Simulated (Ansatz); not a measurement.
Fields on a plane of InSb (zinc blende)

```xyz
2
Lattice="0.0000 3.3173 3.3173 3.3173 0.0000 3.3173 3.3173 3.3173 0.0000" Properties=species:S:1:pos:R:3 pbc="T T T"
Sb     4.9760     4.9760     4.9760
In     0.0000     0.0000     0.0000
```

The slice is a {100} plane (indices of the conventional cell) through the point (0.000, 0.000, 0.000) (fractional), spanned by u = [100] and v = [0 1 -1] in vectors of this cell: u (4.69 Å) and v (4.69 Å, at 90° to u). It covers one period; positions are fractions (u, v).

Atoms on it: In at (0.00, 0.00).

These are PBE (plane waves to 420 eV, PAW, scalar-relativistic; Ansatz, a first-principles code) values and carry that method's errors. k mesh 12×12×12. Near the nuclei the fields are pseudised (PAW); where an atom keeps semicore shells as valence, they peak there. At this level the bands of InSb touch or barely overlap; measurements give the solid a gap. InSb was relaxed with its symmetry unable to fall. Spin-orbit coupling is left out, though Sb is heavy.

```
|@@@%%#*+==-------------==+*#%%@@|
|@@@%#*++==-------------==++*#%@@|
|%%%##*+==---------------==+*##%%|
|%%##*++==----:::::::----==++*##%|
|##**++==----:::::::::----==++**#|
|**+++==---:::::::::::::---==+++*|
|+++===---:::::::::::::::---===++|
|=====---:::::.......:::::---====|
|===----::::...........::::----==|
|------::::.............::::-----|
|------:::.....     .....:::-----|
|-----::::...         ...::::----|
|----::::....         ....::::---|
|----::::...           ...::::---|
|----::::...           ...::::---|
|----::::...           ...::::---|
|----::::...           ...::::---|
|----::::...           ...::::---|
|----::::....         ....::::---|
|-----::::...         ...::::----|
|------:::.....     .....:::-----|
|------::::.............::::-----|
|===----::::...........::::----==|
|=====---:::::.......:::::---====|
|+++===---:::::::::::::::---===++|
|**+++==---:::::::::::::---==+++*|
|##**++==----:::::::::----==++**#|
|%%##*++==----:::::::----==++*##%|
|%%%##*+==---------------==+*##%%|
|@@@%#*++==-------------==++*#%@@|
|@@@%%#*+==-------------==+*#%%@@|
|@@@%%#*+==-------------==+*#%%@@|
```
Scale: ten equal steps from -2.06 (start of ' ') to 1.12 (end of '@'), in the order ' .:-=+*#%@'. Values: log₁₀ of the valence density in e/Å³. The map has 32 points along u (one character each, u = 0 at the left) and 32 along v (v = 0 in the bottom row). The scale is logarithmic, as a density can span decades between atoms and voids.

```tsv
v \ u	0.00	0.12	0.25	0.38	0.50	0.62	0.75	0.88
0.88	0.12	0.27	0.26	0.36	0.36	0.36	0.26	0.27
0.75	0.23	0.26	0.21	0.12	0.12	0.12	0.21	0.26
0.62	0.45	0.36	0.12	0.03	0.02	0.03	0.12	0.36
0.50	0.45	0.36	0.12	0.02	0.01	0.02	0.12	0.36
0.38	0.45	0.36	0.12	0.03	0.02	0.03	0.12	0.36
0.25	0.23	0.26	0.21	0.12	0.12	0.12	0.21	0.26
0.12	0.12	0.27	0.26	0.36	0.36	0.36	0.26	0.27
0.00	x	0.12	0.23	0.45	0.45	0.45	0.23	0.12
```

Values: electron localisation function (ELF). Points within 0.5 Å of a nucleus are blanked (x), as the pseudised field means little there.
